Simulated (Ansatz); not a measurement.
TaTe:
```yaml
crystal:
  lattice:
    - [0.00000, 2.81098, 2.81098]
    - [2.81098, 0.00000, 2.81098]
    - [2.81098, 2.81098, 0.00000]
  atoms:
    - { symbol: Ta, position: [0.00000, 0.00000, 0.00000] }
    - { symbol: Te, position: [0.50000, 0.50000, 0.50000] }
```

Relaxed with PBEsol. Special points in fractions of this cell's reciprocal vectors: Γ (0.000, 0.000, 0.000); X (0.500, 0.000, 0.500); U (0.625, 0.250, 0.625); K (0.375, 0.375, 0.750); L (0.500, 0.500, 0.500); W (0.500, 0.250, 0.750).

### Question
List the band energies nearest the Fermi level at these points for plane-wave PAW PBEsol with spin–orbit coupling (Ansatz code).

### Answer
In eV from the Fermi level; about four levels below and three above (degenerate sets whole), none deeper than 8.9 eV; points with the same levels are listed once.

```csv
k,below,above
Γ,-1.00 -1.00 -1.00 -1.00,2.27 2.27 5.82 5.82
X,-0.40 -0.40 -0.17 -0.17,0.94 0.94 1.31 1.31
U,-4.44 -4.44 -1.70 -1.70,0.51 0.51 0.87 0.87
L,-5.17 -5.17 -4.88 -4.88,0.18 0.18 0.36 0.36
W,-0.04 -0.04 -0.02 -0.02,1.06 1.06 1.85 1.85
```

Space group Fm-3m (rock salt). The start of the workflow was typed in or built on a structure type; neither database checked (COD, Materials Project) lists it. Whether it is the stable phase at ambient conditions was not checked. Symmetry was held in the PBEsol relaxation. At this level the phase is mechanically unstable. The run is not spin-polarised. Its formation energy is positive at this level, so the cell may be metastable or incomplete. With an odd number of electrons in the cell and no spin polarisation, the count alone makes it a metal.

Potentials: the later of the program's two PAW sets.
